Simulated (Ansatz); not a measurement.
Simulated powder pattern, neutron, λ = 1.5401 Å (kinematic, ideal powder, no thermal factors, coherent scattering alone; the 30 strongest lines at most, above 1 %, up to 2θ = 90°):

```json
[
 {"2θ (°)": "27.73", "I/Imax (%)": "100"},
 {"2θ (°)": "32.12", "I/Imax (%)": "57"},
 {"2θ (°)": "46.07", "I/Imax (%)": "59"},
 {"2θ (°)": "54.62", "I/Imax (%)": "89"},
 {"2θ (°)": "57.27", "I/Imax (%)": "28"},
 {"2θ (°)": "67.19", "I/Imax (%)": "16"},
 {"2θ (°)": "74.17", "I/Imax (%)": "58"},
 {"2θ (°)": "76.44", "I/Imax (%)": "56"},
 {"2θ (°)": "85.33", "I/Imax (%)": "50"}
]
```

The pattern belongs to a structure relaxed with DFT-r²SCAN in the program Ansatz with PAW potentials.

Q: Pick the material that matches.
A. Rb, bcc (W type)
B. Pb, fcc (Cu type)
C. Ca, fcc (Cu type)

A: C, Ca, fcc (Cu type)

Q: Give the lattice parameters.

A: a = 5.567 Å.

Space group Fm-3m (fcc (Cu type)). The r²SCAN relaxation kept the symmetry of its start; phonons on a q-mesh show no instability.

Potentials: the later of the program's two PAW sets.
